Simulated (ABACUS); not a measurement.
ABACUS run on Au (Fm-3m, 1 atom in the cell; from Materials Project mp-81): self-consistent single point.

Level of theory: PBE, PseudoDojo 0.5 standard norm-conserving PBE (tails mended) pseudopotentials (plane waves; ABACUS).

```
Au
1.0
    0.00000     2.08564     2.08564
    2.08564     0.00000     2.08564
    2.08564     2.08564     0.00000
Au
1
Direct
  0.00000   0.00000   0.00000
```

Reference input (self-consistent single point, DFT, PBE, plane waves, PseudoDojo 0.5 standard norm-conserving PBE (tails mended) pseudopotentials): KPT = Gamma 18 18 18 0 0 0; basis_type = pw; dft_functional = PBE; ecutwfc = 76 Ry; smearing_method = fd; smearing_sigma = 0.00734986 Ry; potentials = PseudoDojo 0.5 standard norm-conserving PBE (tails mended); symmetry = 1; symmetry_prec = 1e-05; ks_solver = dav_subspace; scf_nmax = 100; scf_thr = 1.0e-09 Ry. This run's input differs from it in these lines:

```diff
@@ -40,4 +40,4 @@
 0
-Gamma
-18 18 18 0 0 0
+MP
+27 27 27 0 0 0
```

Output (repeated stretches shortened):

```
 SELF-CONSISTENT
 -------------------------------------------
                                 init_chg = atomic

 PW ALGORITHM --------------- ION=   1  ELEC=   1--------------------------------
 Notice: Threshold on eigenvalues was too large.

 Density error is 0.0606994279133
                          Error Threshold = 0.000322039025357
 E_KohnSham     -296.3765251615      -4032.4094956363
 E_Fermi        1.4447882321         19.6573523599

 PW ALGORITHM --------------- ION=   1  ELEC=   2--------------------------------

 Density error is 0.0308131189799
                          Error Threshold = 0.000319470673228
   [... lines left out ...]

 Density error is 2.48482513112e-07
                          Error Threshold = 7.69352153092e-09
 E_KohnSham     -296.3992695187      -4032.7189484922
 E_Fermi        1.3979958222         19.0207089616

 PW ALGORITHM --------------- ION=   1  ELEC=   6--------------------------------

 Density error is 4.8377882875e-10
                          Error Threshold = 1.30780270059e-09
 E_KohnSham     -296.3992695539      -4032.7189489705
 E_KS(sigma->0) -296.3988884689      -4032.7137640442
 E_entropy(-TS) -0.0007621698        -0.0103698526
 E_Fermi        1.3979992311         19.0207553426
 charge density convergence is achieved
 final etot is -4032.718949 eV
 EFERMI = 19.020755343 eV

 STATE ENERGY(eV) AND OCCUPATIONS    NSPIN == 1
   [... 17 lines left out ...]

 TOTAL-FORCE (eV/Angstrom)
                       Au1         0.0000000000         0.0000000000         0.0000000000

 TOTAL-STRESS (KBAR)
       -16.8605142734         0.0000000000        -0.0000000000
         0.0000000000       -16.8605142734        -0.0000000000
         0.0000000000        -0.0000000000       -16.8605142734
 TOTAL-PRESSURE: -16.860514 KBAR

 --------------------------------------------
 !FINAL_ETOT_IS -4032.7189489704705920 eV
 --------------------------------------------
```

The run converged in 6 iterations. Against the reference run the free energy goes up by 1.0 meV/atom and the pressure hardly changes (-1.68 to -1.69 GPa).

This run is one point of a test of settings, so its values need not be converged; read them against the reference run alone. The structure comes from a collection of computed structures, made at another level of theory; the collection holds predicted forms beside known ones.

Cost on one core: around 80 core-seconds (rough).

“Tails mended”: in these copies of the files the far tail of each local potential was reset to the Coulomb form.
